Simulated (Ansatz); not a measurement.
MoSi2 under pressure: fit and missing row

MoSi2, I4/mmm, a = 3.202 Å, c = 7.819 Å. Ansatz: r2SCAN, PAW, 500 eV, Γ-centred 18×18×18 mesh on 3 atoms, Gaussian smearing 0.10 eV; no spin polarisation. Cell and atoms are relaxed at each pressure, and no other structure is tried, so the rows at high pressure may lie past a change of phase.

```tsv
V (Å³/atom)	P (GPa)
?	20.00
12.811	9.98
13.069	4.99
13.238	1.99
13.358	-0.01
13.485	-2.01
```

Question: Take V0 = 13.358 Å³/atom, count pressures from its P0 = -0.01 GPa, fit the third-order Birch–Murnaghan form to the other rows, and predict the missing volume.

Answer: With the Eulerian strain f = ½[(V0/V)^(2/3) − 1] and y = (P − P0)/[3f(1 + 2f)^(5/2)], the form is the line y = B0 + 1.5 B0 (B0′ − 4) f. Rows (f, y): 0.01413, 219.8; 0.00734, 218.9; 0.00302, 217.5; -0.00314, 215.7. Means f = 0.005337, y = 217.98; Σ(Δf)² = 0.0001586, ΣΔfΔy = 0.03829; the slope is their ratio. y = 216.7 + 241.5 f GPa, so B0 = 216.7 GPa and B0′ = 4 + 2 × (241.5)/(3 × 216.7) = 4.74. P = 20.00 GPa is met at f = 0.02631 (y = 223.05), so V = V0 (1 + 2f)^(−3/2) = 12.369 Å³/atom. The run gave 12.362 Å³/atom, so the fit is 0.007 Å³/atom too high, a small miss on the scale of the series. The form still works here, 84 % of the fitted range beyond its end.